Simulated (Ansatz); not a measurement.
Cs$_{2}$InAgBr$_{6}$, first-principles data

Cs$_{2}$InAgBr$_{6}$:
```yaml
crystal:
  lattice:
    - [0.00000, 5.53377, 5.53377]
    - [5.53377, 0.00000, 5.53377]
    - [5.53377, 5.53377, 0.00000]
  atoms:
    - { symbol: Cs, position: [0.75000, 0.75000, 0.75000] }
    - { symbol: Cs, position: [0.25000, 0.25000, 0.25000] }
    - { symbol: In, position: [0.00000, 0.00000, 0.00000] }
    - { symbol: Ag, position: [0.50000, 0.50000, 0.50000] }
    - { symbol: Br, position: [0.75599, 0.24401, 0.24401] }
    - { symbol: Br, position: [0.24401, 0.75599, 0.75599] }
    - { symbol: Br, position: [0.24401, 0.75599, 0.24401] }
    - { symbol: Br, position: [0.75599, 0.24401, 0.75599] }
    - { symbol: Br, position: [0.24401, 0.24401, 0.75599] }
    - { symbol: Br, position: [0.75599, 0.75599, 0.24401] }
```

Space group Fm-3m (No. 225); conventional cell a = b = c = 11.0675 Å, α = β = γ = 90.00°.

Method: plane-wave PAW r²SCAN (Ansatz code). Structure relaxed to zero pressure with the same functional. Other levels are named where they apply.

### Cell and energy

```json
{
  "volume_per_atom": "33.89 Å³",
  "density": "4.74 g/cm³",
  "Formation energy from the elements (no fitted shifts)": "-1.37 eV/atom"
}
```

### Electronic structure

```json
{
  "band_gap": "0.76 eV (direct)",
  "valence_band_maximum": "at Γ",
  "conduction_band_minimum": "at Γ",
  "electron_effective_mass": "0.21 mₑ (isotropic)",
  "Electron effective mass with spin–orbit coupling": "0.21 mₑ (isotropic)",
  "Hole effective mass, band 1 of 2 at the edge": "1.0 along [110], 0.53 along [111] (mₑ)",
  "Hole effective mass, band 2 of 2 at the edge": "0.26 along [100], 0.35 along [110], 0.53 along [111] (mₑ)",
  "Hole effective mass with spin–orbit coupling, band 1 of 2 at the edge": "13 along [100], 1.1 along [110], 0.62 along [111] (mₑ)",
  "Hole effective mass with spin–orbit coupling, band 2 of 2 at the edge": "0.27 along [100], 0.36 along [110], 0.47 along [111] (mₑ)",
  "HSE06 gap on the r²SCAN cell": "1.34 eV",
  "Gap with spin–orbit coupling": "0.74 eV"
}
```

### Mechanics

```json
{
  "Bulk modulus (Birch–Murnaghan fit)": "262 kbar",
  "Pressure derivative B′": "5.7"
}
```

### Charges

```json
{
  "bader_charges": "Cs +0.87, In +1.51, Ag +0.58, Br -0.64 e"
}
```

The first step of the workflow began from a Materials Project structure, measured or hypothetical; the Crystallography Open Database copy checked does not list it. Its standing as an ambient phase is unchecked. The cell was relaxed with r²SCAN under the symmetry of its start; its stability against distortions is not shown here. No spin polarisation was allowed. The references are the lowest solids computed at this level, not always the standard phases. Spin–orbit coupling is left out wherever it is not named.

Potentials: the later of the program's two PAW sets.
